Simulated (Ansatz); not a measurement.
Ti4HS8:
Space group P3m1 (No. 156); a = b = 6.8652 Å, c = 5.8872 Å, α = β = 90.00°, γ = 120.00°

```csv
atom,site,symmetry,x,y,z
Ti,3d,.m.,0.1750,0.3500,0.0001
S,1a,3m.,0.0000,0.0000,0.2312
S,3d,.m.,0.3305,0.1653,0.7674
S,3d,.m.,0.5000,0.5000,0.2404
Ti,1c,3m.,0.6667,0.3333,0.9949
S,1b,3m.,0.3333,0.6667,0.7512
H,1a,3m.,0.0000,0.0000,0.4609
```

This is the r²SCAN+D4-relaxed structure.

Question: All from r²SCAN+D4 (plane waves, PAW; program Ansatz), unless another level is named. Give the electronic character.

Answer: metallic (no gap).

Question: And the density of states at the Fermi level?

Answer: 0.44 states/eV per atom (mean over ±0.08 eV).

Question: Predict the formation energy from the elements (no fitted shifts).

Answer: -1.38 eV/atom.

The start of the workflow was typed in or built on a structure type; neither database checked (COD, Materials Project) lists it. Its standing as an ambient phase is unchecked. The cell was relaxed with r²SCAN+D4 under the symmetry of its start; its stability against distortions is not shown here. The workflow began spin-polarised and lost its moments. The references are the lowest solids computed at this level, not always the standard phases (solids in place of the gases).

Potentials: the earlier of the program's two PAW sets. The files were generated under PBE; for other functionals the program regenerates the frozen cores, and for LDA and PBEsol the local potential too.
